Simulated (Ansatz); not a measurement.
SiC in space group P-6m2 (No. 187; Si on 1a, C on 1f) at seven volumes, r²SCAN in the plane-wave PAW code Ansatz, shape and atoms relaxed at each. One row is withheld.

```tsv
V (Å³/atom)	P (GPa)
8.162	?
8.431	14.55
8.700	6.74
8.969	0.02
9.238	-5.75
9.507	-10.62
9.776	-14.83
```

Problem. Fit the shown pressures and predict the withheld one.

Solution. Third-order Birch–Murnaghan: P = (3/2)B₀(x^(7/2) − x^(5/2))[1 + (3/4)(B′ − 4)(x − 1)] with x = (V₀/V)^(2/3). Least squares on the six rows gives V₀ = 8.970 Å³/atom, B₀ = 206.4 GPa, B′ = 4.20. At V = 8.162, x = 1.0650 and P = 23.77 GPa. The run itself gave 23.24 GPa.

A made-up cell: these elements were put on the sites of a structure type; neither database checked (COD, Materials Project) lists it. It is not the phase usual at ambient conditions (space group No. 186, 216). Symmetry was held in the r²SCAN relaxation. At this level the phase is mechanically unstable.

Potentials: the later of the program's two PAW sets.
